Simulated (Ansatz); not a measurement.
# HfC4: rattling a relaxed structure

It was reached by relaxing an invented guess, and it needn't be the stable form of this composition.

Method: DFT PBE, scalar-relativistic, plane waves, PAW (Ansatz 0.2.0). Settings: cutoff 420 eV, Γ-centred mesh 8×8×6 on the computed 10-atom cell, Gaussian smearing of 0.10 eV; no spin polarisation.

The cell below (10 atoms, space group Pmmm (No. 47)) is relaxed within its symmetry.

```cif
data_structure
_symmetry_space_group_name_H-M 'P 1'
_symmetry_Int_Tables_number 1
_cell_length_a 4.3169
_cell_length_b 4.4931
_cell_length_c 5.0400
_cell_angle_alpha 90.000
_cell_angle_beta 90.000
_cell_angle_gamma 90.000
_cell_volume 97.76
loop_
_atom_site_label
_atom_site_type_symbol
_atom_site_fract_x
_atom_site_fract_y
_atom_site_fract_z
_atom_site_occupancy
Hf1 Hf 0.50000 0.00000 0.50000 1
Hf2 Hf 0.00000 0.00000 0.00000 1
C1 C 0.16632 0.50000 0.75214 1
C2 C 0.33051 0.50000 0.50000 1
C3 C 0.16632 0.50000 0.24786 1
C4 C 0.33229 0.50000 0.00000 1
C5 C 0.83368 0.50000 0.24786 1
C6 C 0.66771 0.50000 0.00000 1
C7 C 0.83368 0.50000 0.75214 1
C8 C 0.66949 0.50000 0.50000 1
```

For the test it was strained at random (σ = 1.5 % a component), the atoms were moved at random (σ = 0.05 Å), and all was relaxed again on a coarse 6×6×4 mesh (in the run’s order of axes) with 0.20 eV smearing, with no symmetry imposed.

These runs have no spin–orbit coupling, which can matter for Hf.

Problem. Does it come back?

Solution. It doesn't return. The energy falls by 124 meV/atom on that mesh, the volume changes by -7.0 %, and the end has space group P2_1/m (No. 11) at a loose tolerance. Relaxed again on an 8×8×6 mesh with 0.10 eV smearing, the new structure lies 128 meV/atom below the first (mesh in the axes of the run's cell; the cell below is made exact in the group named). Space group P2_1/m (No. 11), monoclinic, a = 4.455 Å, b = 4.216 Å, c = 5.008 Å, β = 104.9°. Hf is surrounded by 10 C at 2.35–2.65 Å, 2 C at 2.94 Å and 4 Hf at 3.19–3.38 Å; C on its first site is surrounded by 3 C at 1.49–1.50 Å, 2 Hf at 2.45–2.47 Å and 6 C at 2.48–2.54 Å; C on its second site is surrounded by 3 C at 1.48–1.50 Å, 1 Hf at 2.35 Å, 6 C at 2.48–2.54 Å and 2 Hf at 2.54–2.65 Å.

```
Hf C
1.0
     4.45500    0.00000    0.00000
     0.00000    4.21625    0.00000
    -1.28897    0.00000    4.83909
Hf C
2 8
Cartesian
  3.9837 1.0541 1.2331
  -0.8177 3.1622 3.6060
  2.0404 2.4189 1.9095
  1.8598 1.8031 0.5650
  1.3063 2.4131 4.2741
  1.1256 1.7973 2.9295
  1.3063 3.9113 4.2741
  1.1256 0.3108 2.9295
  2.0404 3.9054 1.9095
  1.8598 0.3050 0.5650
```
